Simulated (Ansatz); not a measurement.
Relaxed TiAl₃ (D022 type, space group I4/mmm):

```
TiAl3
1.0
   -3.84588     3.84588     8.61993
    0.00000     0.00000     8.61993
    1.92294     1.92294    -4.30997
Al Ti
6 2
Direct
  0.00000   0.50000   0.00000
  0.50000   0.50000   0.00000
  0.25000   0.25000   0.50000
  0.75000   0.25000   0.50000
  0.75000   0.75000   0.50000
  0.25000   0.75000   0.50000
  0.00000   0.00000   0.00000
  0.50000   0.00000   0.00000
```

The atoms are displaced by Q × the pattern below (from a DFPT mode at X = (0.5, 0.5, 0.0), largest move 1; Q in Å), at fixed cell. (q is in reciprocal vectors of the primitive cell; the cell shown is doubled to hold the pattern.)

```csv
atom,x,y,z
Al3,0.707,-0.707,0.000
Al4,-0.707,0.707,0.000
Al5,0.707,-0.707,0.000
Al6,-0.707,0.707,0.000
```

Atoms not listed stay in place.

These are PBE (plane waves to 420 eV, PAW, scalar-relativistic; Ansatz, a program for electronic structure) values and carry that method's errors. k mesh 17×17×17 (Γ-centred), Fermi-Dirac smearing 0.05 eV. The energy includes the smearing's −TS. With partly filled bands, energies and forces of such displacements shift with the k mesh and the smearing. TiAl3 is run without spin polarisation. TiAl3 was relaxed with its symmetry unable to fall. The zero of ΔE is the undisplaced structure. The last digit holds for this mesh only.

```
Q (Å)    ΔE (meV/cell)
-------  -------------
-0.1000          48.96
-0.0833          34.00
-0.0667          21.76
-0.0500          12.24
-0.0333       withheld
-0.0167           1.36
0.0000            0.00
0.0167            1.36
0.0333        withheld
0.0500           12.24
0.0667           21.76
0.0833           34.00
0.1000           48.96
```

**Question.** Fit an even polynomial form (powers 2, 4) to the given rows and predict ΔE at Q = 0.0333.

**Answer.** Least squares on the 11 given rows: ΔE = (4895)·Q² + (149.7)·Q⁴, in meV/cell with Q in Å; root-mean-square residual 0.015 meV/cell. At 0.0333 the fit gives 5.43 meV/cell; the calculation gives 5.44 meV/cell, so the interpolation is off by -0.01 (-0.2 %). The quadratic term alone would give 5.43 meV/cell.

(For displaced atoms, the force is minus the slope of the energy, and its curvature is a force constant, which sets phonon frequencies.)
